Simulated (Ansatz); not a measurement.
## Notes on Ca₂Sb

```xyz
6
Lattice="0.0000 4.7169 0.0000 4.7169 0.0000 0.0000 2.3585 2.3585 -8.2646" Properties=species:S:1:pos:R:3 pbc="T T T"
Ca    0.0000    2.3585    0.0000
Ca    2.3585    0.0000    0.0000
Ca    2.3585    2.3585   -2.7439
Ca    4.7169    4.7169   -5.5208
Sb    2.3585    2.3585   -5.9505
Sb    4.7169    4.7169   -2.3141
```

Level: r2SCAN, spin-orbit coupling; 500 eV; 6×6×6 Γ-centred mesh; fermi-dirac occupations (width 0.1 eV); Ansatz 0.2.0, fixed geometry.

The state carries no moments; the state need not be the lowest.

- Forces: The largest is on Ca3 (and as large on other atoms): 0.64 eV/Å, components (0.00, 0.00, -0.64). It makes 0° with the line to a nearest neighbour, Sb5 at 3.21 Å, pointing towards it.
- Charges: Bader charges in e: Ca +1.19 to +1.37, Sb -2.13. In the mean Ca gives up most and Sb takes most. There is one density maximum away from the nuclei.
- Formation energy: -1.04 eV an atom against the elements' usual phases (free molecules for gases, crystals otherwise, with no correction for O₂ or N₂), so it is bound against them; other compounds may still compete. Relaxing would lower it.
- Stress: The pressure is 1.1 GPa (compression positive), so with the atoms held at these fractions the cell would first expand.
- Electronic structure: Counting bands on this mesh leaves a gap of 0.21 eV, but it is narrow, so a finer mesh and a narrower smearing would have to settle it.

Origin: a known structure type with other elements, at an estimated volume, so it need not be a known compound. Caveats: the gap is not wide against the smearing.
